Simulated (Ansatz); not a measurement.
Level of theory: DFT PBE, scalar-relativistic, plane waves, PAW (Ansatz). Settings: cutoff 420 eV, Γ-centred meshes spaced at most about 0.3 Å⁻¹, and about 0.25 Å⁻¹ or finer for metals (2π included), Gaussian smearing. No spin polarisation in the final relaxations.

All energies are static (0 K, no zero-point motion). All come from trial cells, and lower structures may exist.

Task: Order these relaxed structures of LaScF by energy, lowest first, with the energy over the lowest of them.
1.

```xyz
3
Lattice="3.6497 0.0000 0.0000 -1.8248 3.1607 0.0000 0.0000 0.0000 6.5045" Properties=species:S:1:pos:R:3 pbc="T T T"
La    0.0000    0.0000    0.0000
Sc    0.0000    2.1071    3.2523
F     1.8248    1.0536    3.2523
```

2.

```xyz
3
Lattice="3.3727 0.0000 0.0000 0.0000 3.3727 0.0000 0.0000 0.0000 5.5663" Properties=species:S:1:pos:R:3 pbc="T T T"
La    0.0000    0.0000    2.7831
Sc    1.6863    1.6863    0.0000
F     0.0000    0.0000    0.0000
```

3.

```xyz
3
Lattice="3.1672 0.0000 0.0000 0.0000 3.1672 0.0000 0.0000 0.0000 7.0326" Properties=species:S:1:pos:R:3 pbc="T T T"
La    0.0000    0.0000    0.0000
Sc    0.0000    0.0000    3.5163
F     1.5836    1.5836    3.5163
```

4.

```xyz
3
Lattice="3.7720 0.0000 0.0000 0.0000 3.7720 0.0000 0.0000 0.0000 4.4958" Properties=species:S:1:pos:R:3 pbc="T T T"
La    0.0000    0.0000    0.0000
Sc    1.8860    1.8860    2.2479
F     1.8860    1.8860    0.0000
```

Result: 4 (0 meV/atom), 2 (132 meV/atom), 1 (235 meV/atom), 3 (488 meV/atom). Forms: 4 P4/mmm; 2 P4/mmm; 1 P-6m2; 3 P4/mmm. Counting F atoms around La and Sc (those within 1.25 times the shortest such distance or 1.15 times the sum of covalent radii; the shortest distance is added where it is long for a bond): cell 4 has La 4, Sc 2; cell 2 has La 2, Sc 4; cell 1 has La 6 from 3.9 Å, Sc 3; cell 3 has La 8 from 4.2 Å, Sc 4.

In P4/mmm at 21.3 Å³/atom, P4/mmm at 21.1 Å³/atom, P-6m2, P4/mmm at 23.5 Å³/atom an odd number of electrons in the primitive cell allows no gap without spin; a larger cell or a magnetic state could open one. Cells relaxed within their symmetry can be saddle points. Some types were kept out of the candidates beforehand, so the set may lack a known form.
